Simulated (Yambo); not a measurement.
Yambo run on Rb3RhF6 (space group Fm-3m, No. 225). The wavefunctions are PBEsol (pw.x of Quantum ESPRESSO, ONCV potentials, scalar-relativistic) ones on a 2×2×2 mesh (43 occupied bands); a = 6.444 Å, b = 6.444 Å, c = 6.444 Å, α = 60.00°, β = 60.00°, γ = 60.00°.

Yambo input:

```
rim_cut
gw0
dyson
el_el_corr
HF_and_locXC
cohsex
em1s
RandQpts= 1000000
RandGvec= 1 Ry
EXXRLvcs= 88 Ry
VXCRLvcs= 352 Ry
Chimod= "HARTREE"
% BndsRnXs
 5 | 282 |
%
NGsBlkXs= 7 Ry
% LongDrXs
 1.0 | 1.0 | 1.0 |
%
ExtendOut
% QPkrange
 3 | 3 | 43 | 44 |
%
```

k points by index: 3 = X.

Resulting energies as the program prints them:

```
#    K-point    Band    Eo [eV]    E [eV]    E-Eo [eV]    Vxc [eV]    Vnlxc [eV]    Sc|Eo [eV]    Re(Z)    Im(Z)
#
    3    43    0.000000    -3.198282    -3.198282    -23.11542    -29.50108    3.187372    1.000000    0.000000
    3    44    2.107707    3.656743    1.549036    -22.72506    -16.70382    -4.472197    1.000000    0.000000
```
(The two width columns are left out.) Convergence of these settings isn't established.

Spin-orbit coupling is not included.

Geometry of the Materials Project entry, not relaxed at this level.

The structure is a Materials Project entry; no match was found in the copy of COD used, and its stability was not checked.
